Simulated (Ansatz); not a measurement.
Zr2Ni:
```cif
data_Ni4Zr8
_chemical_formula_sum 'Zr8 Ni4'
_space_group_name_H-M_alt 'I4/mcm'
_space_group_IT_number 140
_space_group_name_Hall '-I 4 2c'
_cell_length_a 6.47112
_cell_length_b 6.47112
_cell_length_c 5.24198
_cell_angle_alpha 90.000
_cell_angle_beta 90.000
_cell_angle_gamma 90.000
loop_
_atom_site_label
_atom_site_type_symbol
_atom_site_symmetry_multiplicity
_atom_site_Wyckoff_symbol
_atom_site_fract_x
_atom_site_fract_y
_atom_site_fract_z
_atom_site_occupancy
Zr1 Zr 8 h 0.33581 0.16419 0.00000 1
Ni1 Ni 4 a 0.00000 0.00000 0.25000 1
```
(The calculation used a cell of 6 atoms; values per cell refer to that cell.)

Relaxed with r²SCAN.

Problem. Tabulate the valence density and the electron localisation function along the shortest Zr–Zr contact (3.01 Å), plane-wave PAW r²SCAN (Ansatz code).

Solution. 

```csv
distance from Zr (Å),density (e/Å³),ELF
0.30,3.94,0.43
0.45,4.01,0.73
0.60,3.11,0.81
0.75,1.87,0.77
0.90,0.94,0.56
1.05,0.46,0.27
1.20,0.26,0.13
1.35,0.19,0.11
1.50,0.18,0.11
1.65,0.19,0.11
1.80,0.26,0.13
1.95,0.46,0.27
2.10,0.94,0.56
2.25,1.87,0.77
2.40,3.11,0.81
2.55,4.01,0.73
2.70,3.94,0.43
```

The density is the valence pseudo-density with augmentation charge, so density and ELF within about 1 Å of a nucleus are not all-electron values.

The workflow started from an entry of the Crystallography Open Database (COD). Its standing as an ambient phase is unchecked. The cell was relaxed with r²SCAN under the symmetry of its start; its stability against distortions is not shown here. The workflow began spin-polarised and lost its moments.

Potentials: the later of the program's two PAW sets.
